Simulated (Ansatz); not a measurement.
BeS:
```
BeS
1.0
    3.43939     0.00000     0.00000
   -1.71969     2.97860     0.00000
    0.00000     0.00000     5.66716
Be S
2 2
Direct
  0.66667   0.33333   0.99966
  0.33333   0.66667   0.49966
  0.66667   0.33333   0.62554
  0.33333   0.66667   0.12554
```

This is the PBE-relaxed structure. Tensor components refer to the Cartesian frame of this cell.

All from PBE (plane waves, PAW; program Ansatz), unless another level is named. Estimate the smallest direct gap on the standard path.

5.08 eV.

Predict the hole effective mass, band 1 of 2 at the edge.

1.5 along x, 1.4 along z (mₑ).

What about the weight of the valence-edge state by species (Voronoi cells)?

S 82 %, Be 18 %.

Space group P6_3mc (wurtzite). The cell is a constructed one: a structure type filled with these elements; neither database checked (COD, Materials Project) lists it. COD files the formula under space group No. 216, so this cell is another polymorph or a model. Its standing as an ambient phase is unchecked. The cell was relaxed with PBE under the symmetry of its start; phonons on a q-mesh show no instability.

Potentials: the later of the program's two PAW sets.
